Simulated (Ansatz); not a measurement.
Notes on SnAs₂

```
As Sn
1.0
     4.02440    0.00000    0.00000
     0.00000    4.02440    0.00000
     0.00000    0.00000    8.24252
As Sn
4 2
Cartesian
  0.0000 2.0122 2.7200
  2.0122 0.0000 5.5225
  0.0000 0.0000 0.0000
  2.0122 2.0122 0.0000
  0.0000 2.0122 6.0583
  2.0122 0.0000 2.1843
```

The numbers come from plane-wave PAW DFT (Ansatz): PBE0, no spin polarisation, 420 eV, 6×6×4 Γ-centred k points, gaussian occupations (width 0.2108 eV). Nothing was relaxed.

(1) Describe some of the short contacts.

(2) Metal or insulator?

(3) Is the cell too large or too small?

(4) Give the Bader charges.

(5) Where is the largest force?

Origin: a known structure type with other elements, at an estimated volume, so it need not be a known compound. Caveats: wide smearing; the exchange threshold is loose for a stress; the SCF threshold is loose for a stress.

It took 4.4 min on 2 threads of Intel(R) Xeon(R) Platinum 8259CL CPU @ 2.50GHz (Skylake/Cascade Lake) (shared host), peak memory 5 GiB, starting from the program's own first density. The time holds forces, stress, Bader, DOS, ELF.

Answers

(1) As–As at 2.85 Å: least valence density 0.28 e/Å³ and ELF 0.45 there. As–Sn at 2.90 Å: least valence density 0.28 e/Å³ and ELF 0.47 there. These are pseudo-fields; inside the PAW spheres they differ from the all-electron ones.

(2) It is a metal, with about 2 states/eV a cell as the mean within 0.25 eV of the Fermi level, mostly As p (75 %).

(3) The pressure is 1.1 GPa (compression positive), so with the atoms held at these fractions the cell would first expand; the forces are large, so a full relaxation may end otherwise.

(4) Bader charges in e: Sn +0.68, As -0.45 to -0.23. In the mean Sn gives up most and As takes most.

(5) The largest is on Sn5 (and as large on other atoms): 1.08 eV/Å, components (0.00, 0.00, -1.08). It makes 79° with the line to a nearest neighbour, As2 at 2.90 Å.
